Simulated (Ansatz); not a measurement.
HfSiO$_{4}$:
```cif
data_Hf2O8Si2
_chemical_formula_sum 'Hf2 Si2 O8'
_space_group_name_H-M_alt 'P 1'
_space_group_IT_number 1
_cell_length_a 5.52914
_cell_length_b 5.52914
_cell_length_c 5.52914
_cell_angle_alpha 106.927
_cell_angle_beta 106.927
_cell_angle_gamma 114.688
loop_
_space_group_symop_operation_xyz
  'x, y, z'
loop_
_atom_site_label
_atom_site_type_symbol
_atom_site_fract_x
_atom_site_fract_y
_atom_site_fract_z
_atom_site_occupancy
Hf1 Hf 0.00000 0.00000 0.00000 1
Hf2 Hf 0.75000 0.25000 0.50000 1
Si1 Si 0.25000 0.75000 0.50000 1
Si2 Si 0.50000 0.50000 0.00000 1
O1 O 0.13331 0.31810 0.81522 1
O2 O 0.06810 0.75288 0.68478 1
O3 O 0.50288 0.31810 0.18478 1
O4 O 0.06810 0.38331 0.31522 1
O5 O 0.61669 0.93190 0.68478 1
O6 O 0.68190 0.86669 0.18478 1
O7 O 0.24712 0.93190 0.31522 1
O8 O 0.68190 0.49712 0.81522 1
```

Relaxed with PBEsol. Plane-wave PAW PBEsol (Ansatz code) gives a gap of 5.37 eV.

### Question
What gap does HSE06 give on the same cell (Ansatz, PAW)?

### Answer
7.29 eV, 1.92 eV more. The hybrid was solved on a coarser mesh and at special points; its gap is the smallest among all of these.

```
k  v1 PBEsol  c1 PBEsol    v1 HSE06    c1 HSE06
-  ---------  ---------  ----------  ----------
Γ       0.00       5.78  (withheld)  (withheld)
M      -0.86       6.27  (withheld)  (withheld)
X      -0.59       5.39       -0.62        7.31
P      -0.49       5.39       -0.51        7.31
Z      -0.81       6.18  (withheld)  (withheld)
N      -0.19       5.66  (withheld)  (withheld)
```

### Question
Top valence (v1) and lowest conduction level (c1) in eV from each method's valence maximum (which need not be a listed point): supply the withheld HSE06 values.

### Answer

- Z, v1 HSE06: -0.81
- Z, c1 HSE06: 8.13
- Γ, v1 HSE06: 0.00
- Γ, c1 HSE06: 7.75
- M, v1 HSE06: -0.86
- M, c1 HSE06: 8.22
- N, v1 HSE06: -0.16
- N, c1 HSE06: 7.61

Cost on shared cores: the PBEsol run (SCF on a 6×6×6 mesh, then bands and DOS) roughly 2.3 core-minutes, the HSE06 run (SCF on 4×4×4, then a few points) about 4 core-minutes (a rough figure); the tasks are unlike.

Space group I4_1/amd. Symmetry was held in the PBEsol relaxation. No spin polarisation was allowed. Spin–orbit coupling is left out wherever it is not named.

Potentials: the earlier of the program's two PAW sets.
